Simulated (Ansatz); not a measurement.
SrHg2Ge2: single run (Ansatz)

Run with:

```bash
ansatz run input.yaml --threads 1 --pin off --max-ram 2560MiB --backend cpu --events-out ev --progress --plain --runs-dir out
```

input.yaml:

```yaml
crystal:
  lattice:
    - [2.242622, 3.884331, 0.0]
    - [-2.242622, 3.884331, 0.0]
    - [0.0, 0.0, 7.450324]
  atoms:
    - { symbol: Sr, position: [0.0, 0.0, 0.0] }
    - { symbol: Hg, position: [0.3333, 0.3334, 0.6308] }
    - { symbol: Hg, position: [0.6667, 0.6666, 0.3692] }
    - { symbol: Ge, position: [0.3333, 0.3334, 0.2508] }
    - { symbol: Ge, position: [0.6667, 0.6666, 0.7492] }
  symmetry: { tolerance: 0.0003 }
kpoints:
  mp_grid: { grid: [5, 5, 3], shift: [0, 0, 0] }
magnetization:
  spin_polarized: false
scf:
  occupations: { method: tetrahedron }
hamiltonian:
  pseudopotentials: { kind: paw }
  xc: pbe
basis:
  ecutwfc: 420
  ecutrho_ratio: 6
output:
  forces: true
  stress: true
  eigenvalues: true
```

Origin of the cell: a known structure type with other elements, at an estimated volume, so it need not be a known compound.

Output (shortened):

```
Warning: output.forces, output.stress, relax.cell or npt_langevin: where a Kohn–Sham band that disperses or a degenerate level is filled in part under the method tetrahedron, the forces or th […]
Warning: the atoms were moved onto the symmetric positions of the space group found under crystal.symmetry.tolerance 3.0e-4 (fractional; no operation is sought that the atoms, as they stand i […]
band count auto-derived: 48 (N_el = 78.0; filled up to band 39; 47 by the electrons, moments and atoms)
Pseudopotentials: kind: paw
Pseudopotential: Sr, paw, valence charge 10, recommended cutoff 420 eV (normal), Sr.paw.azcp
Pseudopotential: Hg, paw, valence charge 20, recommended cutoff 420 eV (normal), Hg.paw.azcp
Pseudopotential: Ge, paw, valence charge 14, recommended cutoff 420 eV (normal), Ge.paw.azcp
Functional definition: PBE
  exchange = pbe_x(kappa = kappa, mu = beta*pi^2/3)
  correlation = pbe_c(beta = beta)
Crystal: 5 atoms, lattice volume = 129.801 Å³
Basis set: ecut = 420 eV, 2551 PW (Γ), exchange–correlation on 80×80×128 points (8 copies of the dense FFT grid, shifted against one another)
[… 10 lines left out …]
Initial density: superposition of atomic densities (neutral atoms: chi_scale 0, normalization atom), corrected by the library's trained network
Functional: x = pbe(κ = 0.804, μ = 0.219515), c = pbe(β = 0.066725)
SCF iter   1: F=—  HF=-39761.586478 eV  Δρ=2.19e-3  dr2=2.39e-2
SCF iter   2: F=—  HF=-39761.588383 eV  Δρ=1.32e-3  dr2=7.55e-3  defer=35
SCF iter   3: F=—  HF=-39761.587781 eV  Δρ=5.51e-4  dr2=2.10e-3  defer=35
SCF iter   4: F=—  HF=-39761.587572 eV  Δρ=2.82e-4  dr2=4.60e-4  defer=35
SCF iter   5: F=—  HF=-39761.587578 eV  Δρ=1.91e-4  dr2=1.71e-4  defer=35
SCF iter   6: F=—  HF=-39761.587551 eV  Δρ=7.44e-5  dr2=3.03e-5  defer=35
SCF iter   7: F=—  HF=-39761.587554 eV  Δρ=2.55e-5  dr2=2.90e-6  defer=35
SCF iter   8: F=—  HF=-39761.587551 eV  Δρ=1.03e-5  dr2=3.62e-7  defer=35
SCF iter   9: F=-39761.587552 eV  HF=-39761.587552 eV  Δρ=3.07e-6  dr2=4.37e-8
SCF 1 converged in 9 iterations: F = -39761.587552 eV  dr2 = 4.37e-8
SCF converged after 9 iterations
Stability not checked: this state was not tested for a lower state beside it, because cold or Methfessel-Paxton smearing, or corrected tetrahedra, fill the levels in a way that the test cannot read (fill_not_monotonic; […]
Free energy (F): -39761.587552 eV
Harris-Foulkes:  -39761.587552 eV  (|F-HF|=1.66e-8)
Internal energy: -39761.585748 eV  (E = F + TS)
E sigma→0 (E₀):  -39761.587552 eV
Entropy (-TS):   -0.001804 eV (-0.361 meV/atom)
Fermi energy:    10.355541 eV
--- Per-component energies (eV) ---
  E_band       = -1270.609434
  E_kinetic    = 1673.536127
  E_local      = -12323.820561  (includes V_loc(G=0)·N_el)
  E_nonlocal   = 1176.587391
  E_hartree    = 5279.304611
  E_xc         = -766.268141
  E_vxc        = -817.139339  (∫ρ·V_xc dr)
  E_paw        = -26616.962187  (= ΣΔE_a)
  E_vpaw       = -1538.377630  (= ΣTr[D̂ρ^β])
  E_aug_tail   = 0.000406  (compensation charges beyond the density's cutoff)
  E_ewald      = -8183.963394
  E_smearing   = -0.001804  (= −TS)
  Σ components = -39761.587552   (vs F -39761.587552, Δ=0.00e0)
--- Forces (eV/Å), atoms counted from 1 ---
  atom   1  Sr     0.000000     0.000000     0.000000
  atom   2  Hg    -0.000000     0.000000     0.136370
  atom   3  Hg    -0.000000    -0.000000    -0.136370
  atom   4  Ge     0.000000     0.000000     0.229138
  atom   5  Ge    -0.000000    -0.000000    -0.229138
  max |Σ_I F_I| component: 4.63e-17 eV/Å
--- Stress (GPa, compression-positive) ---
        1.838483       0.000000       0.000000
       -0.000000       1.838483       0.000000
        0.000000       0.000000       0.528426
  P = ⅓ Tr σ = 1.4018 GPa (14.018 kbar)
```

Caveats: forces and stress under tetrahedra may miss the slope of the energy; no spin-orbit coupling, though heavy elements are present; the k mesh is coarse if the cell is a metal.

It ran for 5.1 s on 1 thread of Arm Neoverse V1, on a shared host, peak memory 0.45 GiB, from the program's own first density.
